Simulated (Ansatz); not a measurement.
One stationary structure of ZnO. Space group P6₃/mmc (No. 194). All values below come from r2SCAN (plane waves to 500 eV, PAW, scalar-relativistic; Ansatz, a quantum-chemistry and plane-wave program).

Space group P6₃/mmc (No. 194); a = b = 3.4168 Å, c = 4.4771 Å, α = β = 90.00°, γ = 120.00°

```json
[
 {"atom": "O", "site": "2c", "symmetry": "-6m2", "x": "0.3333", "y": "0.6667", "z": "0.2500"},
 {"atom": "Zn", "site": "2d", "symmetry": "-6m2", "x": "0.6667", "y": "0.3333", "z": "0.2500"}
]
```

```yaml
volume_per_atom: 11.32 Å³
density: 5.97 g/cm³
band_gap: 1.49 eV, indirect (valence top at H, conduction bottom at Γ) (no spin-orbit coupling)
smallest_direct_gap: 1.52 eV at Γ
shortest_distances: O–Zn 1.97 Å; O–O 2.98 Å; Zn–Zn 2.98 Å
k-mesh: 11×11×8
```

Band energies at high-symmetry points (eV from the VBM; labels of this space group; no spin-orbit coupling), from −5 eV up to 4.6 eV:

| point | energies |
|---|---|
| Γ | -4.64 -4.64 -4.51 -4.25 -4.25 -3.87 -0.97 -0.78 -0.78 -0.03 -0.03 1.49 |
| M | -4.86 -4.78 -4.47 -4.18 -4.18 -3.26 -3.18 -2.66 -2.53 -1.52 -1.32 |
| K | -4.93 -4.60 -4.55 -4.17 -4.09 -4.09 -3.08 -3.08 -2.42 -1.97 -1.97 |
| A | -4.36 -4.36 -4.36 -4.36 -2.21 -2.21 -0.34 -0.34 -0.34 -0.34 |
| L | -4.40 -4.40 -4.28 -4.28 -3.54 -3.54 -1.88 -1.88 -0.34 -0.34 |
| H | -4.58 -4.58 -4.06 -4.06 -3.47 -3.47 -3.19 -3.19 0.00 0.00 |

No spin polarisation in the result.

The run could not lose the symmetry of its start.

It was reached from a disturbed copy of a P6₃/mmc (No. 194) cell, against which it lies -228 meV/atom.

The first start was generated by placing the elements on the sites of a structure type. Materials Project lists a structure of ZnO in the same space group, P6₃/mmc (No. 194); the sites were not compared with it, nor with measured phases. Known forms of ZnO include space group No. 186.
